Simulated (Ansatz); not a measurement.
**TlPdCl3: stable or not**

It was reached by relaxing an invented guess, and it needn't be the stable form of this composition.

Method: DFT PBE, scalar-relativistic, plane waves, PAW in Ansatz 0.2.0. Settings of the last relaxation (5-atom cell): 420 eV, 8×8×8 k points, Gaussian smearing of 0.10 eV, collinear spin.

```
Tl Pd Cl
1.0
     4.97612    0.00000    0.00000
     0.00000    4.97612    0.00000
     0.00000    0.00000    4.97612
Tl Pd Cl
1 1 3
Direct
  0.50000 0.50000 0.50000
  0.00000 0.00000 0.00000
  0.50000 0.00000 0.00000
  0.00000 0.50000 0.00000
  0.00000 0.00000 0.50000
```

Energies over the elements count from the elements' standard structures at the same level (Cl₂ as a molecule), with no fitted energy shifts.

Task: These tests were run: energy against the elements; random kick, then relaxation without symmetry; phonons on a 2×2×2 q mesh; elastic tensor. What do they show?

Result:

| test | result |
| --- | --- |
| energy against the elements | −0.72 eV/atom |
| random kick, then relaxation without symmetry | returns |
| phonons on a 2×2×2 q mesh | no imaginary mode on the mesh |
| elastic tensor | least eigenvalue 14 GPa |

It fails none of these tests outright. Whether a mixture of other phases lies lower isn't tested here. Undecided within the accuracy: elastic tensor.

These runs have no spin–orbit coupling, which can matter for Tl. The kick test ran on a coarse mesh. The run for the phonons used an 8×8×8 k mesh and Fermi–Dirac smearing of 0.15 eV. The run for the elastic tensor used an 8×8×8 k mesh and Fermi–Dirac smearing of 0.15 eV.
